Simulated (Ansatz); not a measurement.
Data:

Relaxed InAs (zinc blende):

```xyz
2
Lattice="0.0000 3.0932 3.0932 3.0932 0.0000 3.0932 3.0932 3.0932 0.0000" Properties=species:S:1:pos:R:3 pbc="T T T"
As     4.6397     4.6397     4.6397
In     0.0000     0.0000     0.0000
```

Scan: atom 2 (In, nearest neighbour As at 2.679 Å; its periodic images, 4.4 Å or more away, move with it) is displaced along Cartesian x, direction (1.000, 0.000, 0.000) in Cartesian axes, by s. The other atoms stay.

Level of theory: PBE (plane waves to 420 eV, PAW, scalar-relativistic; Ansatz, a program for electronic structure). k mesh 8×8×8 (Γ-centred), Fermi-Dirac smearing 0.05 eV. Energies are smeared free energies. With partly filled bands, energies and forces of such displacements shift with the k mesh and the smearing. At this level the bands of InAs touch or barely overlap; measurements give the solid a gap. InAs was relaxed with its symmetry unable to fall. The zero of ΔE is the undisplaced structure.

The scan covers s from -0.800 to 0.800 Å in 11 points.

Problem. Is the energy the same for equal positive and negative displacements?

Solution. Even: the same for both signs. With its periodic images moving along, the atom's site symmetry in this cell is -43m.

Problem. What is the energy change at s = 0.800 Å?

Solution. 1716 meV/cell.

Problem. What force acts on the atom along the line at s = -0.800 Å?

Solution. 3.42 eV/Å.

Problem. What is the force constant k = d²E/ds² of this move at s = 0?

Solution. 6.64 eV/Å².

Problem. With two atoms in the cell this is the zone-centre optical mode. What wavenumber follows?

Solution. 200 cm⁻¹.

(A displaced cell: forces are minus the slopes of the energy, force constants its curvatures, and phonons follow from these.)
